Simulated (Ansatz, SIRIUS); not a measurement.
Given: the input of a run of Ansatz 0.2.0 on Ta3N. Atoms were shifted at random by some hundredths of an Å from the given cell, which wasn't relaxed again for these runs. The cell comes from a database or a generator and needn't be the stable form of this composition.

Contents of input.yaml:

```yaml
crystal:
  lattice:
    - [3.0322239879, 0.0, 0.0]
    - [-1.516111994, 2.6259830035, 0.0]
    - [0.0, 0.0, 7.524137]
  atoms:
    - { symbol: Ta, position: [0.678557, 0.35183, 0.822402] }
    - { symbol: Ta, position: [0.347714, 0.664905, 0.175485] }
    - { symbol: Ta, position: [-0.00055, 0.000655, 0.495195] }
    - { symbol: "N", position: [-0.003717, 0.015459, -0.006766] }
hamiltonian:
  xc: pbesol
  pseudopotentials: { kind: paw }
kpoints:
  mp_grid: { grid: [10, 10, 4] }
scf:
  occupations: { method: fermi_dirac, width: 0.05 }
output:
  forces: true
  stress: true
  eigenvalues: true
```

Potentials or basis: Ansatz PAW.

Command:

```console
$ ansatz run input.yaml --threads 1 --pin off --max-ram 3584MiB --backend cpu --events-out ev --progress --plain --runs-dir out
```

Set up the same calculation for SIRIUS 7.12.0. Potentials or basis there: PseudoDojo 0.4.1 PBEsol standard (scalar relativistic), cutoff 1152 eV.

As run (cutoffs and basis follow the program's own potentials, and thresholds, step limits or extra output files can differ):

sirius.json

```json
{
  "control": {
    "processing_unit": "cpu",
    "verbosity": 2,
    "num_bands_to_print": 32,
    "print_forces": true,
    "print_stress": true
  },
  "parameters": {
    "electronic_structure_method": "pseudopotential",
    "xc_functionals": ["XC_GGA_X_PBE_SOL", "XC_GGA_C_PBE_SOL"],
    "gk_cutoff": 9.2,
    "pw_cutoff": 18.4,
    "ngridk": [10, 10, 4],
    "shiftk": [0, 0, 0],
    "smearing": "fermi_dirac",
    "smearing_width": 0.0018374661,
    "num_bands": 32,
    "num_mag_dims": 0,
    "num_dft_iter": 100,
    "energy_tol": 1e-08,
    "density_tol": 1e-06
  },
  "iterative_solver": {
    "type": "davidson",
    "min_tolerance": 1e-10
  },
  "mixer": {
    "type": "anderson",
    "beta": 0.7,
    "max_history": 8
  },
  "settings": {
    "tol_ne": 1e-10,
    "pseudo_grid_cutoff": 6.5
  },
  "unit_cell": {
    "lattice_vectors": [
      [5.730072885652, 0.0, 0.0],
      [-2.86503644292, 4.962388684537, 0.0],
      [0.0, 0.0, 14.218558254163]
    ],
    "atom_coordinate_units": "lattice",
    "atom_types": ["Ta", "N"],
    "atom_files": {
      "Ta": "Ta.json",
      "N": "N.json"
    },
    "atoms": {
      "Ta": [
        [0.678557, 0.35183, 0.822402],
        [0.347714, 0.664905, 0.175485],
        [-0.00055, 0.000655, 0.495195]
      ],
      "N": [
        [-0.003717, 0.015459, -0.006766]
      ]
    }
  }
}
```

Potentials or basis: PseudoDojo 0.4.1 PBEsol standard (scalar relativistic).

Launch:

```sh
$ upf_to_json Ta.upf
$ upf_to_json N.upf
$ OMP_NUM_THREADS=4 sirius.scf --input=sirius.json --output=out.json --task=0
```

Both were run:

|  | Ansatz | SIRIUS |
| --- | --- | --- |
| Pressure | -8.2 GPa | -8.2 GPa |
| Largest force | 1.166 eV/Å | 1.162 eV/Å |

Ansatz's pressure holds a Pulay term of +0.21 GPa for its cutoff of 420 eV, which the other run lacks.

Ansatz's potentials were made for PBE.

Where Ansatz's input types no cutoff or centring, it takes its own default and a Γ-centred mesh.

Pressure is positive in compression.
